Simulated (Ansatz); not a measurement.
In r²SCAN in the plane-wave PAW code Ansatz, La in the dhcp (α-La type) structure (P6_3/mmc) relaxes to a = 3.775 Å, c = 12.063 Å.

Electronic character: metallic (no gap).

The r²SCAN relaxation kept the symmetry of its start. Axis ratios of metals converge slowly with the k-mesh, so a and c are less sure than the volume. Spin–orbit coupling is left out wherever it is not named.

Potentials: the earlier of the program's two PAW sets.
